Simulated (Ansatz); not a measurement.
Ti:
```
CELL_PARAMETERS angstrom
      2.93900     0.00000     0.00000
     -1.46950     2.54524     0.00000
      0.00000     0.00000     4.64816
ATOMIC_POSITIONS crystal
  Ti 0.33333 0.66667 0.25000
  Ti 0.66667 0.33333 0.75000
```

Relaxed with PBE. Special points in fractions of this cell's reciprocal vectors: Γ (0.000, 0.000, 0.000); M (0.500, 0.000, 0.000); K (0.333, 0.333, 0.000); A (0.000, 0.000, 0.500); L (0.500, 0.000, 0.500); H (0.333, 0.333, 0.500).

Problem. List the band energies nearest the Fermi level at these points for plane-wave PAW PBE (Ansatz code).

Solution. In eV from the Fermi level; about four levels below and three above (degenerate sets whole), none deeper than 8.9 eV; points with the same levels are listed once.

```json
[
 {"k": "Γ", "below": "-6.19 -2.69", "above": "0.76 0.77 0.77"},
 {"k": "M", "below": "-2.35 -2.17 -1.85 -0.65", "above": "0.47 0.63 1.17"},
 {"k": "K", "below": "-1.70 -1.41 -1.41 -1.31", "above": "0.22 0.22 1.50"},
 {"k": "A", "below": "-4.34 -4.34", "above": "0.08 0.08 0.67 0.67 0.67 0.67"},
 {"k": "L", "below": "-2.55 -2.55 -0.82 -0.82", "above": "1.31 1.31 1.72 1.72"},
 {"k": "H", "below": "-1.08 -1.08 -0.23 -0.23", "above": "1.67 1.67 3.15 3.15"}
]
```

Space group P6_3/mmc (hcp (Mg type)). The cell was relaxed with PBE under the symmetry of its start. The run is not spin-polarised.

Potentials: the earlier of the program's two PAW sets.
